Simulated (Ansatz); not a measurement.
# KCl with hydrogen replacing Cl: gradients before and after relaxing the atoms

Start: a supercell of KCl (rock salt type, Fm-3m) built from a COD entry, with all atoms left at the host's positions.

Space group Fm-3m (No. 225); a = 18.8788 Å.

| site | Wyckoff | site symmetry | x | y | z |
| --- | --- | --- | --- | --- | --- |
| K1 | 32f | .3m | 0.3333 | 0.8333 | 0.8333 |
| K2 | 24e | 4m.m | 0.5000 | 0.0000 | 0.8333 |
| K6 | 48h | m.m2 | 0.8333 | 0.1667 | 0.0000 |
| K27 | 4a | m-3m | 0.0000 | 0.5000 | 0.5000 |
| H | 4b | m-3m | 0.5000 | 0.0000 | 0.0000 |
| Cl29 | 48i | m.m2 | 0.6667 | 0.1667 | 0.0000 |
| Cl32 | 32f | .3m | 0.8333 | 0.1667 | 0.1667 |
| Cl42 | 24e | 4m.m | 0.0000 | 0.5000 | 0.3333 |

One atom of each set is listed; the run and its k-mesh use a cell of 54 atoms with edges of 13.35, 13.35, 13.35 Å.

Level of theory: DFT, PBE, plane waves and PAW, scalar-relativistic, 420 eV cutoff, Γ-centred 2×2×2 k-points, Fermi–Dirac smearing 0.01 eV (Ansatz 0.2.0).

The largest force at the start is 0.18 eV/Å. Relaxing the ions at fixed cell moves them by 0.113 Å at most (atom 2, K) and 0.040 Å rms.

```tsv
site	moved (Å)	first shell before	first shell after	V_zz before (10²¹ V/m²)	η before
K2	0.113	5 Cl at 3.15 Å, 1 H at 3.15 Å	1 H at 3.03 Å, 5 Cl at 3.14–3.22 Å	0.30	0.00
K6	0.001	6 Cl at 3.15 Å	6 Cl at 3.15–3.16 Å	<0.005	–
H	0.000	6 K at 3.15 Å	6 K at 3.03 Å	0.00	–
Cl29	0.014	6 K at 3.15 Å	6 K at 3.14–3.16 Å	-0.010	0.71
Cl42	0.035	6 K at 3.15 Å	6 K at 3.15–3.22 Å	0.013	0.00
```

(1) What are V_zz and η after the relaxation?

Results:

(1) 

```csv
site,V_zz after,η after,change of V_zz
K2,0.46,0.00,+0.16
K6,0.10,0.90,+0.10
H,0.00,–,0.00
Cl29,0.30,0.80,–
Cl42,0.17,0.00,+0.16
```

The largest change of V_zz along a kept axis is on Cl42, from 0.013 to 0.17. The whole tensor moves most on Cl29, by 0.30 along its most changed direction. On Cl29 the largest principal value lies along another axis in the second run, so the two V_zz can't be compared directly. Other sites with |V_zz| of 0.02 or less aren't listed.

The defect repeats with the cell of 54 atoms, so it feels its images: sites between two images don't show the values beside a lone defect, and zeros or small values of η there can come from the images' arrangement.
Before: The neighbours have not yet relaxed around the defect (largest force 0.18 eV/Å), so a real crystal will differ.
After: The relaxation keeps the site symmetry m-3m of the start, so the impurity can't leave its site; a start off the site could end lower.
